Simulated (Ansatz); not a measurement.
input.yaml (Ansatz)

```yaml
crystal:
  lattice:
    - [0.0, 3.8402687897, 3.8402687897]
    - [3.8402687897, 0.0, 3.8402687897]
    - [3.8402687897, 3.8402687897, 0.0]
  atoms:
    - { symbol: "Y", position: [0.125, 0.125, 0.125] }
    - { symbol: "Y", position: [0.875, 0.875, 0.875] }
hamiltonian:
  xc: blyp
  pseudopotentials:
    kind: paw
    azcp:
      "Y": "pseudopotentials/Y.paw.azcp"
basis:
  ecutwfc: 420
  fft_grid_basis: typed
kpoints:
  mp_grid: { grid: [8, 8, 8], shift: [0, 0, 0] }
magnetization:
  spin_polarized: false
scf:
  occupations: { method: fermi_dirac, width: 0.1 }
  lower_state_search: "off"
output:
  stress: true
```

and its output:

```
Engine: ansatz 0.2.0, aarch64-unknown-linux-gnu
Pseudopotentials: kind: paw
Pseudopotential: Y, paw, valence charge 11, recommended cutoff 420 eV (normal) 
Functional definition: BLYP
  parameter beta = 0.0042
  parameter a = 0.04918
  parameter b = 0.132
  parameter c = 0.2533
  parameter d = 0.349
  exchange = b88_x(beta = beta)
  correlation = lyp_c(a = a, b = b, c = c, d = d)
Crystal: 2 atoms, lattice volume = 113.270 Å³
Basis set: ecut = 420 eV, 2229 PW (Γ), exchange–correlation on 80×80×80 points (8 copies of the dense FFT grid, shifted against one another)
Bands: 15, of which v1, the nominal top of the filled ones, is band 11 counted from 1 (10 counted from 0)
Symmetry: 48 space group operations
Space group: Fd-3m (ITA 227), of the structure as read, at distance tolerance 4.8e-5 Å
k-points: 29 of 512
Non-local potential: Y, projectors of the file, l = 0: 3, l = 1: 2, l = 2: 2, l = 3: 1
PAW form: soft (Blöchl's): semilocal exchange-correlation on the pseudo side does not see the compensation charge
PAW frozen core: Y, regenerated for the run's functional, and the local potential with it (the file was generated under x = pbe(κ = 0.804, μ = 0.2195149727645171), c = pbe(β = 0.06672455060314922))
PAW one-centre angular grid: Y, 590 points (default); XC on 64 Gauss nodes
Initial density: superposition of atomic densities (neutral atoms: chi_scale 0, normalization atom), corrected by the library's trained network
Initial wavefunctions: pseudopotential atomic-orbital guess
Functional: x = b88, c = lyp
SCF iter   1: F=—  HF=-7719.091636 eV  |F-HF|=—  |Δ(HF+E_count)|=         —  Δρ=5.84e-3  dr2=8.80e-2  ethr=1.77e-3  ⟨swp⟩=4.8  Hψ=4531  notcnv=0
automatic band count: the SCF goes on with 19 bands, as 15 were too few: the levels above may hold too much charge
SCF iter   2: F=—  HF=-7719.080542 eV  |F-HF|=—  |Δ(HF+E_count)|=   1.11e-2  Δρ=3.39e-3  dr2=3.30e-2  ethr=4.00e-4  ⟨swp⟩=1.0  Hψ=783  notcnv=0
SCF iter   3: F=—  HF=-7719.076973 eV  |F-HF|=—  |Δ(HF+E_count)|=   3.57e-3  Δρ=6.98e-4  dr2=1.09e-3  ethr=1.50e-4  ⟨swp⟩=2.0  Hψ=666  notcnv=0
SCF iter   4: F=—  HF=-7719.077724 eV  |F-HF|=—  |Δ(HF+E_count)|=   7.51e-4  Δρ=2.15e-4  dr2=8.29e-5  ethr=4.97e-6  ⟨swp⟩=2.2  Hψ=679  notcnv=0
SCF iter   5: F=—  HF=-7719.077856 eV  |F-HF|=—  |Δ(HF+E_count)|=   1.32e-4  Δρ=6.79e-5  dr2=7.07e-6  ethr=3.77e-7  ⟨swp⟩=2.1  Hψ=697  notcnv=0
SCF iter   6: F=—  HF=-7719.077871 eV  |F-HF|=—  |Δ(HF+E_count)|=   1.48e-5  Δρ=2.13e-5  dr2=6.49e-7  ethr=3.21e-8  ⟨swp⟩=2.7  Hψ=881  notcnv=0
SCF iter   7: F=-7719.077874 eV  HF=-7719.077874 eV  |F-HF|=1.51e-7  |Δ(HF+E_count)|=   2.88e-6  Δρ=4.81e-6  dr2=2.60e-8  ethr=4.55e-10  ⟨swp⟩=5.0  Hψ=1663  notcnv=0
SCF 1 converged in 7 iterations: F = -7719.077874 eV  dr2 = 2.60e-8
SCF converged after 7 iterations
Free energy (F): -7719.077874 eV
Harris-Foulkes:  -7719.077874 eV  (|F-HF|=1.51e-7)
Internal energy: -7718.845799 eV  (E = F + TS)
E sigma→0 (E₀):  -7718.961837 eV
Entropy (-TS):   -0.232075 eV (-116.037 meV/atom)
Fermi energy:    4.621945 eV
--- Per-component energies (eV) ---
  E_band       = -358.338226
  E_kinetic    = 606.115484
  E_local      = -1799.877752  (includes V_loc(G=0)·N_el)
  E_nonlocal   = 102.965763
  E_hartree    = 612.817219
  E_xc         = -337.539126
  E_vxc        = -385.419501  (∫ρ·V_xc dr)
  E_paw        = -5681.468368  (= ΣΔE_a)
  E_vpaw       = -107.756274  (= ΣTr[D̂ρ^β])
  E_aug_tail   = 0.000006  (compensation charges beyond the density's cutoff)
  E_ewald      = -1222.014180
  E_core_change = 0.155155  (= ΣΔE_core)
  E_smearing   = -0.232075  (= −TS)
  E_closure    = 0.000000  (closes the sum)
  Σ components = -7719.077874   (vs F -7719.077874, Δ=0.00e0)
--- Stress (GPa, compression-positive) ---
        0.004803      -0.000000       0.000000
       -0.000000       0.004803      -0.000000
        0.000000      -0.000000       0.004803
  P = ⅓ Tr σ = 0.0048 GPa (0.048 kbar)
```
